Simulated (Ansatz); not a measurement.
Relaxed-ion elastic tensor of MgCdS₂ in space group P4/mmm (No. 123; Mg on 1d, Cd on 1a, S on 1b, S on 1c) in GPa (Voigt order), r²SCAN in the plane-wave PAW code Ansatz; density 4.36 g/cm³, 19.14 Å³ per atom.

|  | 1 | 2 | 3 | 4 | 5 | 6 |
|---|---|---|---|---|---|---|
| 1 | 143 | 50.0 | 51.5 | 0.0 | 0.0 | 0.0 |
| 2 | 50.0 | 143 | 51.5 | 0.0 | 0.0 | 0.0 |
| 3 | 51.5 | 51.5 | 141 | 0.0 | 0.0 | 0.0 |
| 4 | 0.0 | 0.0 | 0.0 | 45.6 | 0.0 | 0.0 |
| 5 | 0.0 | 0.0 | 0.0 | 0.0 | 45.6 | 0.0 |
| 6 | 0.0 | 0.0 | 0.0 | 0.0 | 0.0 | 45.0 |

**Question.** Is the crystal mechanically stable?

**Answer.** Yes: the smallest eigenvalue of C is 45.0 GPa.

**Question.** Work out the Voigt, Reuss and Hill averages.

**Answer.** K_V = 81.5, K_R = 81.5, K_H = 81.5; G_V = 45.6, G_R = 45.5, G_H = 45.5 GPa.

**Question.** Give Young's modulus, Poisson's ratio, Pugh's ratio and the universal anisotropy index.

**Answer.** E = 9KG/(3K + G) = 115 GPa; ν = 0.26; K/G = 1.79 (near the Pugh limit of 1.75, no verdict); A_U = 5G_V/G_R + K_V/K_R − 6 = 0.00.

**Question.** Estimate the sound speeds and the Debye temperature.

**Answer.** v_l = √((K + 4G/3)/ρ) = 5710 m/s, v_t = √(G/ρ) = 3230 m/s, mean 3600 m/s; Θ = (h/k)(3n/4πV)^(1/3) v_m = 400 K.

**Question.** How much does each axis shrink under pressure?

**Answer.** Linear compressibilities β_i = Σ_j S_ij (j = 1 to 3): x 4.1, y 4.1, z 4.1 per TPa.

The first step of the workflow began from a Materials Project structure, measured or hypothetical; the Crystallography Open Database copy checked does not list it. With Mg and Cd taken as one species the cell has the higher symmetry Fm-3m, so it may be an ordered model of a mixed-site phase. Whether it is the stable phase at ambient conditions was not checked. The r²SCAN relaxation kept the symmetry of its start; of distortions, only those at the zone centre were tested.

Potentials: the later of the program's two PAW sets.
